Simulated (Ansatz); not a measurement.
CaO (rock salt) is sheared across one {100} plane: the third cell vector gains the shift, so faults repeat every 7.2 Å. The cut lies between planes 2.38 Å apart; the cell height is held.

```
CELL_PARAMETERS angstrom
      3.37084     0.00000     0.00000
      0.00000     3.37084     0.00000
      1.68542     1.68542     7.15064
ATOMIC_POSITIONS crystal
  O  0.00000 0.00000 0.83333
  O  0.33333 0.33333 0.16667
  O  0.66667 0.66667 0.50000
  Ca 0.50000 0.50000 0.83333
  Ca 0.83333 0.83333 0.16667
  Ca 0.16667 0.16667 0.50000
```

In-plane vectors a = (3.371, 0.000) Å, b = (0.000, 3.371) Å, area 11.36 Å². The shift is s times the vector a (length 3.371 Å), so s = 1 restores the start. The shift is rigid: no atom relaxes. γ = [E(shift) − E(0)] / area.

The numbers are results of PBEsol (plane waves to 420 eV, PAW, scalar-relativistic; Ansatz, an electronic-structure program), not measurements. k mesh 8×8×8 (Γ-centred), Fermi-Dirac smearing 0.05 eV. Energies are extrapolated to zero smearing. Faults lie only 7.2 Å apart, and holding the cell height and the atoms raises γ above its relaxed value. CaO was relaxed with its symmetry unable to fall. γ is measured from zero shift.

```json
[
 {"s": "0.000", "γ (mJ/m²)": "0"},
 {"s": "0.083", "γ (mJ/m²)": "122"},
 {"s": "0.167", "γ (mJ/m²)": "456"},
 {"s": "0.250", "γ (mJ/m²)": "916"},
 {"s": "0.333", "γ (mJ/m²)": "1377"},
 {"s": "0.417", "γ (mJ/m²)": "1711"},
 {"s": "0.500", "γ (mJ/m²)": "1832"},
 {"s": "0.583", "γ (mJ/m²)": "1711"},
 {"s": "0.667", "γ (mJ/m²)": "1377"},
 {"s": "0.750", "γ (mJ/m²)": "916"},
 {"s": "0.833", "γ (mJ/m²)": "456"},
 {"s": "0.917", "γ (mJ/m²)": "122"}
]
```

Q: Does γ have a local minimum between the ends of the line, and at which s?

A: No computed point is one.

Q: By a periodic cubic spline through the points, what shear stress does the steepest rise of γ from s = 0 correspond to?

A: 17 GPa. A slope of 1 mJ/m² per Å is 0.01 GPa.

(The slope of γ gives the shear force per area between the displaced halves; near zero shift its curvature is an elastic stiffness.)
